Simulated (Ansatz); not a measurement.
## What DFT gives for ReRh5

```xyz
6
Lattice="2.4358 4.2190 0.0000 -2.4358 4.2190 0.0000 0.0000 0.0000 4.0667" Properties=species:S:1:pos:R:3 pbc="T T T"
Rh   -0.0002    2.8128    0.0000
Rh   -0.0002    5.6252    0.0000
Re    0.0000    0.0000    0.0000
Rh    0.0000    4.2190    2.0333
Rh    1.2179    2.1095    2.0333
Rh   -1.2179    2.1095    2.0333
```

The numbers come from plane-wave PAW DFT (Ansatz): PBE, no spin polarisation, 420 eV, 8×8×8 Γ-centred k points, fermi-dirac occupations (width 0.1 eV). Nothing was relaxed.

What does the stress say?

The pressure is 34.7 GPa (compression positive), so with the atoms held at these fractions the cell would first expand. The principal stresses 27.2, 27.2, 49.7 GPa differ, so its shape would change too.

Give the Bader charges.

Bader charges in e: Re +0.59, Rh -0.17 to -0.08. In the mean Re gives up most and Rh takes most.

Is there a gap?

It is a metal, with about 7.3 states/eV a cell as the mean within 0.25 eV of the Fermi level, mostly Rh d (68 %) and Re d (27 %).

What is the formation energy?

0.86 eV an atom against the elements' usual phases (free molecules for gases, crystals otherwise, with no correction for O₂ or N₂), so at this geometry it isn't bound against them. Relaxing would lower it.

Describe some of the short contacts.

Rh–Rh at 2.44 Å: least valence density 0.58 e/Å³ and ELF 0.26 there. Rh–Re at 2.81 Å: least valence density 0.36 e/Å³ and ELF 0.38 there. These are pseudo-fields; inside the PAW spheres they differ from the all-electron ones.

Origin: a known structure type with other elements, at an estimated volume, so it need not be a known compound. Caveats: many states at the Fermi level without spin polarisation, so a magnetic state may lie lower; atoms or cell far from equilibrium.
